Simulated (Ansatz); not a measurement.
Ansatz input file:

```yaml
crystal:
  lattice:
    - [0.0, 2.32, 2.32]
    - [2.32, 0.0, 2.32]
    - [2.32, 2.32, 0.0]
  atoms:
    - { symbol: Na, position: [0.0, 0.0, 0.0] }
    - { symbol: F, position: [0.5, 0.5, 0.5] }
basis:
  ecutwfc: 500
kpoints:
  mp_grid: { grid: [6, 6, 6] }
hamiltonian:
  xc: r2scan
scf:
  occupations: { method: gaussian, width: 0.1 }
output:
  forces: true
  stress: true
  eigenvalues: true
```

Run as
```bash
ansatz run input.yaml --threads 4 --pin off --max-ram 9216MiB --backend cpu --events-out ev --progress --plain --runs-dir out
```

These are results of Ansatz 0.2.0, DFT r2SCAN, scalar-relativistic, plane waves, PAW, not measurements.

Part of what the program printed, abridged (iterations and final results):

```
SCF iter   1: F=—  HF=-2301.338304 eV  |F-HF|=—  |Δ(HF+E_count)|=         —  Δρ=9.64e-3  dr2=1.45e-2  dr2_τ=2.69e-2  ethr=1.77e-3  ⟨swp⟩=5.0  Hψ=1087  notcnv=0
SCF iter   2: F=—  HF=-2301.369153 eV  |F-HF|=—  |Δ(HF+E_count)|=   3.08e-2  Δρ=3.91e-3  dr2=1.01e-3  dr2_τ=4.80e-4  ethr=9.03e-5  ⟨swp⟩=2.0  Hψ=498  notcnv=0
SCF iter   3: F=—  HF=-2301.369254 eV  |F-HF|=—  |Δ(HF+E_count)|=   1.01e-4  Δρ=1.14e-3  dr2=2.38e-4  dr2_τ=4.23e-5  ethr=6.29e-6  ⟨swp⟩=2.1  Hψ=306  notcnv=0
SCF iter   4: F=—  HF=-2301.369229 eV  |F-HF|=—  |Δ(HF+E_count)|=   2.52e-5  Δρ=5.21e-4  dr2=1.60e-5  dr2_τ=4.99e-6  ethr=1.49e-6  ⟨swp⟩=2.1  Hψ=229  notcnv=0
SCF iter   5: F=—  HF=-2301.369228 eV  |F-HF|=—  |Δ(HF+E_count)|=   6.56e-7  Δρ=3.44e-5  dr2=4.79e-8  dr2_τ=3.73e-8  ethr=1.00e-7  ⟨swp⟩=2.8  Hψ=302  notcnv=0
SCF iter   6: F=-2301.369228 eV  HF=-2301.369228 eV  |F-HF|=1.82e-9  |Δ(HF+E_count)|=   1.43e-7  Δρ=5.54e-6  dr2=3.00e-9  dr2_τ=6.23e-10  ethr=3.00e-10  ⟨swp⟩=2.0  Hψ=658  notcnv=0
SCF 1 converged in 6 iterations: F = -2301.369228 eV  dr2 = 3.00e-9
SCF converged after 6 iterations
Free energy (F): -2301.369228 eV
Harris-Foulkes:  -2301.369228 eV  (|F-HF|=1.82e-9)
Internal energy: -2301.369228 eV  (E = F + TS)
E sigma→0 (E₀):  -2301.369228 eV
Fermi energy:    3.914275 eV
--- Per-component energies (eV) ---
  E_band       = -252.915536
  E_kinetic    = 330.616230
  E_local      = -1699.184956  (includes V_loc(G=0)·N_el)
  E_nonlocal   = 188.766813
  E_hartree    = 604.320059
  E_xc         = -117.280215
  E_vxc        = -173.504068  (∫ρ·V_xc dr)
  E_paw        = -470.639709  (= ΣΔE_a)
  E_vpaw       = -122.026829  (= ΣTr[D̂ρ^β])
  E_aug_tail   = 0.001111  (compensation charges beyond the density's cutoff)
  E_vtau       = 13.778004  (kinetic-family band-sum trace: ∫τ·v_τ [+ j·A + Jᵃ·Aᵃ] dr)
  E_ewald      = -1137.910901
  E_core_change = -0.057659  (= ΣΔE_core)
  E_smearing   =  0.000000  (= −TS)
--- Forces (eV/Å), atoms counted from 1 ---
  atom   1  Na     0.00000000     0.00000000     0.00000000
  atom   2  F      0.00000000     0.00000000     0.00000000
--- Stress (GPa, compression-positive) ---
       -1.501867       0.000000       0.000000
        0.000000      -1.501867       0.000000
        0.000000       0.000000      -1.501867
  P = ⅓ Tr σ = -1.5019 GPa (-15.019 kbar)
--- Band table (eV; the first three rows and the last of 16) ---
  k-point 0: bands = ["-48.6747", "-19.9276", "-19.0456", "-19.0456", "-19.0456", "0.3571", "0.3571", "0.3571", "7.4699", "20.3964", "20.3964", "20.3964"]
  k-point 1: bands = ["-48.6718", "-20.0447", "-19.0483", "-19.0483", "-18.8981", "-0.1051", "0.2932", "0.2932", "8.3927", "17.7600", "20.8243", "20.8243"]
  k-point 2: bands = ["-48.6660", "-20.2151", "-19.0537", "-19.0537", "-18.6658", "-0.8604", "0.1679", "0.1679", "10.3991", "15.2373", "21.5506", "21.5506"]
  k-point 15: bands = ["-48.6595", "-19.8871", "-19.1562", "-19.1156", "-18.8834", "-0.7088", "-0.2827", "-0.1617", "14.3938", "14.4276", "16.1657", "19.2711"]
```

The calculation finished and met its thresholds.

The run took 1.8 s on 4 threads of AMD EPYC 7571 (shared host), peak memory 0.37 GiB.

The k mesh is coarse.